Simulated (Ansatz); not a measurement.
B3As2N as one 6-atom ordering (Imm2) on the zincblende lattice at its r2SCAN geometry, run in Ansatz 0.2.0 at 3 levels of theory. No magnetic order and no zero-point or thermal motion; the cell was built from a prototype and may be hypothetical.

The PBE+SOC input:
```yaml
crystal:
  lattice:
    - [-1.570616718, 4.6863938012, 2.2044577754]
    - [1.570616718, -4.6863938012, 2.2044577754]
    - [1.570616718, 4.6863938012, -2.2044577754]
  atoms:
    - { symbol: "N", position: [-0.0128770054, -0.0128770054, 0.0] }
    - { symbol: B, position: [0.1884470533, 0.6884470533, 0.5] }
    - { symbol: As, position: [0.3372650065, 0.0006681016, 0.3365969049] }
    - { symbol: B, position: [0.648270634, 0.7865468745, 0.8617237596] }
    - { symbol: As, position: [0.6640711967, 0.0006681016, 0.6634030951] }
    - { symbol: B, position: [0.9248231149, 0.7865468745, 0.1382762404] }
kpoints:
  mp_grid: { grid: [10, 10, 10] }
  band_path:
    path:
      - [0.0, 0.0, 0.0]
      - [0.5, -0.5, 0.5]
      - [0.2780803735, -0.2780803735, 0.7219196265]
      - [-0.2780803735, 0.2780803735, 0.2780803735]
      - [0.3053179425, 0.3053179425, -0.3053179425]
      - [0.6946820575, -0.3053179425, 0.3053179425]
      - [0.0, 0.5, 0.0]
      - [0.25, 0.25, 0.25]
      - [0.5, 0.0, 0.0]
      - [0.359375, 0.359375, -0.359375]
    npoints: 1
hamiltonian:
  xc: pbe
scf:
  occupations: { method: fermi_dirac, width: 0.02 }
  n_extra_bands: 10
magnetization:
  noncollinear: true
  spin_orbit: true
output:
  forces: true
  stress: true
  eigenvalues: true
```

Main results, then, where recorded, the levels near the gap in eV from the Fermi energy (columns number the bands from 0), one row a point of the path (Γ, X, F₀, Σ₀, Λ₀, G₀, R, W, S, G₀–X (0.28)):
```
Crystal: 6 atoms, lattice volume = 64.904 Å³
Symmetry: 4 space group operations + 4 with time reversal
Magnetic group: BNS 44.230 (UNI 328)
```
```
Basis set: ecut = 420 eV, 1253 PW (Γ), FFT grids on a1+a2, a2+a3, a3
k-points: 171 of 1000 (time reversal used)
SCF converged after 9 iterations
Free energy (F): -10564.217335 eV
Fermi energy:    12.548305 eV
--- Forces (eV/Å), atoms counted from 1 ---
  atom   1  N       0.00000      0.00000      0.09056
  atom   2  B       0.00000      0.00000    -0.21372
  atom   3  As      0.00000    -0.03066    -0.03837
  atom   4  B       0.00000      0.05976      0.09994
  atom   5  As      0.00000      0.03066    -0.03837
  atom   6  B       0.00000    -0.05976      0.09994
--- Stress (GPa, compression-positive) ---
        1.772520       0.000000       0.000000
        0.000000       2.399493       0.000000
        0.000000       0.000000       2.521709
  P = ⅓ Tr σ = 2.2312 GPa (22.312 kbar)
```
```tsv
band_36	band_37	band_38	band_39	band_40	band_41	band_42	band_43	band_44	band_45	band_46	band_47	band_48	band_49
-2.805	-2.805	-1.945	-1.945	-1.495	-1.495	-0.107	-0.107	0.722	0.722	2.751	2.751	3.167	3.167
-4.148	-4.148	-3.654	-3.654	-1.962	-1.962	-0.461	-0.461	0.225	0.225	1.428	1.428	2.986	2.986
-5.902	-5.892	-4.611	-4.575	-4.142	-4.073	-2.934	-2.914	1.243	1.251	1.335	1.337	1.947	1.949
-5.902	-5.892	-4.611	-4.575	-4.142	-4.073	-2.934	-2.914	1.243	1.251	1.335	1.337	1.947	1.949
-3.192	-3.192	-2.260	-2.260	-1.876	-1.876	-1.228	-1.228	0.228	0.228	2.539	2.539	3.148	3.148
-3.192	-3.192	-2.260	-2.260	-1.876	-1.876	-1.228	-1.228	0.228	0.228	2.539	2.539	3.148	3.148
-5.393	-5.393	-4.746	-4.746	-2.830	-2.830	-2.714	-2.714	2.294	2.294	3.674	3.674	3.940	3.940
-5.305	-5.270	-4.412	-4.364	-3.366	-3.258	-2.981	-2.973	2.736	2.741	3.312	3.324	3.935	3.945
-3.544	-3.544	-2.438	-2.438	-2.208	-2.208	-1.572	-1.572	0.974	0.974	3.265	3.265	3.594	3.594
-3.102	-3.102	-2.212	-2.212	-2.083	-2.083	-0.872	-0.872	0.082	0.082	2.073	2.073	2.648	2.648
```

The PBE+SOC gap is indirect, 0.19 eV (Γ to G₀–X (0.28 of the way from G₀)), below the direct gap of 0.69 eV at X.

Question: In the first input these blocks are replaced (the band path and keys that only write files left aside):
```yaml
hamiltonian:
  xc: r2scan
scf:
  occupations: { method: fixed }
  n_extra_bands: 5
```
(magnetization left out)
What comes out?

Answer:
```
Basis set: ecut = 500 eV, 1621 PW (Γ), FFT grids on a1+a2, a2+a3, a3
k-points: 171 of 1000 (time reversal used)
SCF converged after 7 iterations
Free energy (F): -10583.998020 eV
Fermi energy:    12.397509 eV
--- Forces (eV/Å), atoms counted from 1 ---
  atom   1  N       0.00000      0.00000    -0.00007
  atom   2  B       0.00000      0.00000    -0.00062
  atom   3  As      0.00000      0.00034      0.00039
  atom   4  B       0.00000      0.00030    -0.00008
  atom   5  As      0.00000    -0.00034      0.00039
  atom   6  B       0.00000    -0.00030    -0.00008
--- Stress (GPa, compression-positive) ---
        0.000074       0.000000       0.000000
        0.000000      -0.000300       0.000000
        0.000000       0.000000      -0.002647
  P = ⅓ Tr σ = -0.0010 GPa (-0.010 kbar)
```
```tsv
band_18	band_19	band_20	band_21	band_22	band_23	band_24
-2.859	-1.911	-1.475	0.000	1.044	3.131	3.540
-4.275	-3.760	-1.974	-0.366	0.556	1.750	3.448
-6.107	-4.704	-4.245	-2.984	1.610	1.654	2.290
-6.107	-4.704	-4.245	-2.984	1.610	1.654	2.290
-3.250	-2.269	-1.896	-1.198	0.501	2.901	3.622
-3.250	-2.269	-1.896	-1.198	0.501	2.901	3.622
-5.525	-4.877	-2.823	-2.807	2.647	4.108	4.432
-5.435	-4.511	-3.374	-3.036	3.141	3.730	4.365
-3.637	-2.451	-2.222	-1.564	1.291	3.666	4.049
-3.153	-2.210	-2.130	-0.814	0.355	2.407	3.099
```
The r2SCAN gap is indirect, 0.35 eV (Γ to G₀–X (0.28 of the way from G₀)), below the direct gap of 0.92 eV at X. The mean stress is close to zero (0.00 GPa).

HSE06. Against the first input these blocks differ (the band path and keys that only write files left aside):
```yaml
kpoints:
  mp_grid: { grid: [6, 6, 6] }
hamiltonian:
  xc: hse06
scf:
  occupations: { method: fixed }
  n_extra_bands: 5
```
(magnetization left out)

```
Basis set: ecut = 420 eV, 1253 PW (Γ), FFT grids on a1+a2, a2+a3, a3
k-points: 46 of 216 (time reversal used)
Exchange kernel: α = 0.2500, screened, ω = 0.2079 Å⁻¹, Wigner–Seitz truncation, v(0) = 1045.9335 eV·Å³, q-mesh 6×6×6
hybrid outer 1: dexx = +1.332e-2 eV, tail = 9.55e-5 eV
hybrid outer 2: dexx = +5.491e-7 eV, tail = 2.75e-8 eV, Δε = 1.49e-3 eV, ΔF = 2.54e-3 eV/Å
hybrid SCF converged: 2 outer / 13 inner (+5 warm-up)
Free energy (F): -10566.690645 eV
Fermi energy:    12.067563 eV
--- Forces (eV/Å), atoms counted from 1 ---
  atom   1  N       0.00000      0.00000      0.07291
  atom   2  B       0.00000      0.00000    -0.23661
  atom   3  As      0.00000    -0.01906      0.01495
  atom   4  B       0.00000      0.09374      0.06689
  atom   5  As      0.00000      0.01906      0.01495
  atom   6  B       0.00000    -0.09374      0.06689
--- Stress (GPa, compression-positive) ---
       -2.401491       0.000000       0.000000
        0.000000      -2.033339       0.000000
        0.000000       0.000000      -1.842088
  P = ⅓ Tr σ = -2.0923 GPa (-20.923 kbar)
```
```tsv
band_18	band_19	band_20	band_21	band_22	band_23	band_24
-2.957	-2.021	-1.543	0.000	1.674	3.617	4.243
-4.385	-3.855	-2.037	-0.364	1.079	2.243	3.954
-6.372	-4.857	-4.351	-3.051	2.090	2.156	2.774
-6.372	-4.857	-4.351	-3.051	2.090	2.156	2.774
-3.369	-2.337	-1.908	-1.220	1.056	3.490	4.196
-3.369	-2.337	-1.908	-1.220	1.056	3.490	4.196
-5.779	-5.056	-2.907	-2.898	3.244	4.652	5.068
-5.659	-4.682	-3.475	-3.122	3.723	4.327	4.944
-3.718	-2.495	-2.280	-1.605	1.879	4.261	4.636
-3.270	-2.279	-2.152	-0.824	0.903	2.967	3.615
```

HSE06 gives an indirect gap of 0.90 eV, from Γ to G₀–X (0.28 of the way from G₀); the least direct gap is 1.44 eV at X. With the atoms held, the mean pressure is -2.1 GPa (compression positive). The stress of a hybrid is loosely converged here.

Small level splittings and stresses of the hybrids carry the error of their coarser meshes.

Totals of different functionals, or with and without spin-orbit coupling, can't be compared.

Only the levels marked +SOC include spin-orbit coupling.

Small gaps with spin-orbit coupling can be splittings of inverted bands, not the fundamental gap; semilocal functionals often invert bands that the real crystal keeps in order.
